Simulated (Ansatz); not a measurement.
## WS2 — electric field gradients

The cell is an entry of the Crystallography Open Database (COD), its atoms then relaxed with PBE in this cell.

Space group P6_3/mmc (No. 194); a = 3.1532, c = 12.3230 Å, γ = 120.00°.

| site | Wyckoff | site symmetry | x | y | z |
| --- | --- | --- | --- | --- | --- |
| W | 2c | -6m2 | 0.3333 | 0.6667 | 0.2500 |
| S | 4f | 3m. | 0.3333 | 0.6667 | 0.6221 |

One atom of each set is listed.

Method: Kohn–Sham DFT in Ansatz, PBEsol, plane waves and PAW, scalar-relativistic, collinear spin, 420 eV cutoff, Γ-centred 16×16×4 k-points, Fermi–Dirac smearing 0.02 eV. Start moments as typed (μB): 2 on each W, none on the rest.

C_Q = eQV_zz/h, which is 24.18 MHz for Q = 1 b and V_zz = 10²¹ V/m²; η = (V_xx − V_yy)/V_zz.

S-33: I = 3/2, Q = -69.40 mb. Q values from Pyykkö, Mol. Phys. 116, 1328 (2018).

Q: What field gradients does the calculation give at each kind of site?

A: 

```csv
site,atoms,first shell,V_zz (10²¹ V/m²),η,C_Q (MHz)
W,2,6 S at 2.41 Å,-16.96,0.00,–
S,4,3 W at 2.41 Å; also 7 S at 3.15 Å,-4.32,0.00,7.25
```

An axis of threefold or higher order runs through W and S, so V_zz lies along it and η is zero.

W has no stable isotope with a ground-state quadrupole moment in the table, so no C_Q is given.

The largest force is 0.3 eV/Å, so the atoms aren't at the calculated equilibrium and relaxing them would move these values. Without spin–orbit coupling the gradients at and beside W can be off by some per cent, at some sites by more. The start moments die out, and the run ends without spin.
